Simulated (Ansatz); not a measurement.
## Equation of state of indium, bcc

Level of theory: DFT, LDA (PW92), plane waves (420 eV) with PAW, scalar-relativistic in Ansatz. (PAW data from PBE, frozen cores regenerated.)

The cell is scaled uniformly from the relaxed one, with fractional coordinates and shape fixed. Energies are extrapolated to zero smearing, pressures are those at the given smearing. Magnetic state: spin not included.

```csv
V (Å³/atom),E − E₀ (meV/atom),P (GPa)
21.883,66.0,8.46
22.877,25.8,4.84
23.872,5.4,2.05
24.867,0.1,-0.10
25.861,6.5,-1.78
26.856,22.0,-3.08
27.851,44.5,-4.10
```

Task: Fit a third-order Birch-Murnaghan equation.

Result: V₀ = 24.78 Å³/atom, B₀ = 48 GPa, B₀′ = 5.4.
